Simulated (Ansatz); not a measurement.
Ansatz input

```yaml
crystal:
  lattice:
    - [3.1779624362, 0.0, 0.0]
    - [-1.5889812181, 2.7521962021, 0.0]
    - [0.0, 0.0, 5.1686892657]
  atoms:
    - { symbol: In, position: [0.3333333333, 0.6666666667, 0.25] }
    - { symbol: In, position: [0.6666666667, 0.3333333333, 0.75] }
hamiltonian:
  xc: pbesol
  pseudopotentials:
    kind: paw
    azcp:
      In: "pseudopotentials/In.paw.azcp"
basis:
  ecutwfc: 420
  fft_grid_basis: typed
kpoints:
  mp_grid: { grid: [12, 12, 7], shift: [0, 0, 0] }
magnetization:
  spin_polarized: false
scf:
  occupations: { method: fermi_dirac, width: 0.1 }
  lower_state_search: "off"
output:
  stress: true
```

Terminal output

```
Warning: the record states the generating functional pbe (its physics header spells it `PBE`), which answers neither for hamiltonian.xc's functional nor for the pbesol family's — results may be inconsistent (PPs are generated against a specific XC)
Engine: ansatz 0.2.0, aarch64-unknown-linux-gnu
Pseudopotentials: kind: paw
Pseudopotential: In, paw, valence charge 13, recommended cutoff 420 eV (normal) 
Functional definition: PBEsol
  exchange = pbesol_x
  correlation = pbesol_c
Crystal: 2 atoms, lattice volume = 45.207 Å³
Basis set: ecut = 420 eV, 893 PW (Γ)
Bands: 17, of which v1, the nominal top of the filled ones, is band 13 counted from 1 (12 counted from 0)
Symmetry: 24 space group operations
Space group: P63/mmc (ITA 194), of the structure as read, at distance tolerance 3.6e-5 Å
k-points: 76 of 1008
Non-local potential: In, projectors of the file, l = 0: 2, l = 1: 2, l = 2: 2, l = 3: 2
PAW form: soft (Blöchl's): semilocal exchange-correlation on the pseudo side does not see the compensation charge
PAW frozen core: In, regenerated for the run's functional, and the local potential with it (the file was generated under x = pbe(κ = 0.804, μ = 0.2195149727645171), c = pbe(β = 0.06672455060314922))
PAW one-centre angular grid: In, 590 points (default); XC on 64 Gauss nodes
Initial density: superposition of atomic densities (neutral atoms: chi_scale 0, normalization atom), corrected by the library's trained network
Initial wavefunctions: pseudopotential atomic-orbital guess
Functional: x = pbesol(κ = 0.804, μ = 0.12345679012345678), c = pbesol(β = 0.046)
SCF iter   1: F=—  HF=-11050.685867 eV  |F-HF|=—  |Δ(HF+E_count)|=         —  Δρ=3.80e-3  dr2=5.03e-3  ethr=1.77e-3  ⟨swp⟩=5.7  Hψ=6423  notcnv=0
SCF iter   2: F=—  HF=-11050.682077 eV  |F-HF|=—  |Δ(HF+E_count)|=   3.79e-3  Δρ=1.94e-3  dr2=1.42e-3  ethr=1.94e-5  ⟨swp⟩=1.9  Hψ=2490  notcnv=0
SCF iter   3: F=—  HF=-11050.681518 eV  |F-HF|=—  |Δ(HF+E_count)|=   5.59e-4  Δρ=5.65e-4  dr2=8.22e-5  ethr=5.48e-6  ⟨swp⟩=2.0  Hψ=2256  notcnv=0
SCF iter   4: F=—  HF=-11050.681533 eV  |F-HF|=—  |Δ(HF+E_count)|=   1.52e-5  Δρ=5.90e-4  dr2=1.01e-4  ethr=3.16e-7  ⟨swp⟩=2.0  Hψ=2285  notcnv=0
SCF iter   5: F=—  HF=-11050.681491 eV  |F-HF|=—  |Δ(HF+E_count)|=   4.14e-5  Δρ=2.67e-4  dr2=2.14e-5  ethr=3.16e-7  ⟨swp⟩=2.9  Hψ=2310  notcnv=0
SCF iter   6: F=—  HF=-11050.681481 eV  |F-HF|=—  |Δ(HF+E_count)|=   1.02e-5  Δρ=5.54e-5  dr2=9.59e-7  ethr=8.22e-8  ⟨swp⟩=2.0  Hψ=2050  notcnv=0
SCF iter   7: F=-11050.681481 eV  HF=-11050.681481 eV  |F-HF|=1.28e-8  |Δ(HF+E_count)|=   4.60e-7  Δρ=6.69e-6  dr2=1.42e-8  ethr=3.85e-10  ⟨swp⟩=3.7  Hψ=5039  notcnv=0
SCF 1 converged in 7 iterations: F = -11050.681481 eV  dr2 = 1.42e-8
SCF converged after 7 iterations
Free energy (F): -11050.681481 eV
Harris-Foulkes:  -11050.681481 eV  (|F-HF|=1.28e-8)
Internal energy: -11050.657397 eV  (E = F + TS)
E sigma→0 (E₀):  -11050.669439 eV
Entropy (-TS):   -0.024084 eV (-12.042 meV/atom)
Fermi energy:    12.336413 eV
--- Per-component energies (eV) ---
  E_band       = 2.722029
  E_kinetic    = 487.277586
  E_local      = -1970.280151  (includes V_loc(G=0)·N_el)
  E_nonlocal   = 734.953934
  E_hartree    = 775.983737
  E_xc         = -430.269067
  E_vxc        = -203.724343  (∫ρ·V_xc dr)
  E_paw        = -8162.994837  (= ΣΔE_a)
  E_vpaw       = -597.478215  (= ΣTr[D̂ρ^β])
  E_aug_tail   = 0.000051  (compensation charges beyond the density's cutoff)
  E_ewald      = -2485.800455
  E_core_change = 0.471805  (= ΣΔE_core)
  E_smearing   = -0.024084  (= −TS)
  E_closure    = -0.000000  (closes the sum)
  Σ components = -11050.681481   (vs F -11050.681481, Δ=0.00e0)
--- Stress (GPa, compression-positive) ---
        8.070107      -0.000000       0.000000
       -0.000000       8.070107       0.000000
        0.000000       0.000000       7.386286
  P = ⅓ Tr σ = 7.8422 GPa (78.422 kbar)
```
